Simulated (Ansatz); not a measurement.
# CsBH$_{4}$: computed property card

CsBH4:
```yaml
crystal:
  lattice:
    - [0.00000, 3.61142, 3.61142]
    - [3.61142, 0.00000, 3.61142]
    - [3.61142, 3.61142, 0.00000]
  atoms:
    - { symbol: Cs, position: [0.00000, 0.00000, 0.00000] }
    - { symbol: B, position: [0.50000, 0.50000, 0.50000] }
    - { symbol: H, position: [0.40123, 0.40123, 0.79630] }
    - { symbol: H, position: [0.40123, 0.79630, 0.40123] }
    - { symbol: H, position: [0.79630, 0.40123, 0.40123] }
    - { symbol: H, position: [0.40123, 0.40123, 0.40123] }
```

Space group F-43m (No. 216); conventional cell a = 7.2228 Å, b = 7.2228 Å, c = 7.2228 Å, α = 90.00°, β = 90.00°, γ = 90.00°.

Method: plane-wave PAW PBEsol (Ansatz code). Structure relaxed to zero pressure with the same functional. Other levels are named where they apply.

Cell and energy:

```json
{
  "volume_per_atom": "15.70 Å³",
  "density": "2.60 g/cm³",
  "Formation energy from the elements (no fitted shifts)": "-0.40 eV/atom"
}
```

Electronic structure:

```json
{
 "band_gap": "5.46 eV (smallest direct gap 5.46 eV)",
 "valence_band_maximum": "at W",
 "conduction_band_minimum": "at X (3 equivalent valleys)",
 "electron_effective_mass": "0.49, 0.49, 2.7 mₑ (principal values)",
 "Electron effective mass with spin–orbit coupling": "0.49, 0.49, 2.6 mₑ (principal values)",
 "Hole effective mass with spin–orbit coupling": "1.3, 1.3, 18 mₑ (principal values)",
 "HSE06 gap on the PBEsol cell": "6.82 eV",
 "Gap with spin–orbit coupling": "5.40 eV"
}
```

Mechanics:

```json
{
 "Bulk modulus (Birch–Murnaghan fit)": "12.5 GPa",
 "Pressure derivative B′": "5.7",
 "Elastic constants (relaxed ions, GPa)": "C11 = 30.5, C12 = 3.5, C44 = 3.7",
 "mechanical_stability": "stable (all eigenvalues of C positive)",
 "hill_bulk_and_shear_moduli": "12.5 and 6.4 GPa",
 "Young's modulus": "16.5 GPa",
 "Poisson's ratio": "0.28",
 "debye_temperature_from_the_elastic_constants": "208 K",
 "Piezoelectric stress constants (proper, relaxed ions, C/m²)": "e14 = e25 = e36 = 0.03"
}
```

Dielectric response:

```json
{
 "Electronic dielectric constant ε∞ (DFPT)": "2.45",
 "Born charges (a third of the trace)": "Cs +1.25, B +0.17, H -0.35 e",
 "Largest static χ(2) component": "0.54 pm/V"
}
```

Charges:

```json
{
 "bader_charges": "Cs +0.84, B +1.60, H -0.61 e"
}
```

The workflow started from a Materials Project entry (that database holds measured and hypothetical structures alike); the Crystallography Open Database copy checked does not list it. Its standing as an ambient phase is unchecked. Symmetry was held in the PBEsol relaxation; its stability against distortions is not shown here. Signs of piezoelectric constants follow the polarity of the cell as given. The references are the lowest solids computed at this level, not always the standard phases (solids in place of the gases). Scalar-relativistic: spin–orbit coupling is off unless named, which matters more the heavier the elements.

Potentials: the later of the program's two PAW sets.
